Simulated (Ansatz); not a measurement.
LiBr:
Space group P6₃mc (No. 186); a = b = 4.136 Å, c = 6.616 Å, α = β = 90.00°, γ = 120.00°

| atom | site | symmetry | x | y | z |
|---|---|---|---|---|---|
| Li | 2b | 3m. | 0.3333 | 0.6667 | 0.3780 |
| Br | 2b | 3m. | 0.6667 | 0.3333 | 0.4970 |

Relaxed with PBEsol. 

Problem. HSE06 on this cell (Ansatz, a first-principles code, PAW) gives a gap of 6.20 eV. What does PBEsol give?

Solution. 4.82 eV.

Cost on shared cores: the PBEsol run (SCF on a 8×8×4 mesh, then bands and DOS) about 22 core-seconds (a rough figure), the HSE06 run (SCF on 6×6×3, then a few points) very roughly 2.5 core-minutes; the tasks are unlike.

Space group P6_3mc (wurtzite). The workflow started from a Materials Project entry (that database holds measured and hypothetical structures alike); the Crystallography Open Database copy checked does not list it. It is not the phase usual at ambient conditions (space group No. 225). Symmetry was held in the PBEsol relaxation; its stability against distortions is not shown here. Spin–orbit coupling is left out wherever it is not named.

Potentials: the later of the program's two PAW sets.

Ansatz is a plane-wave DFT program.
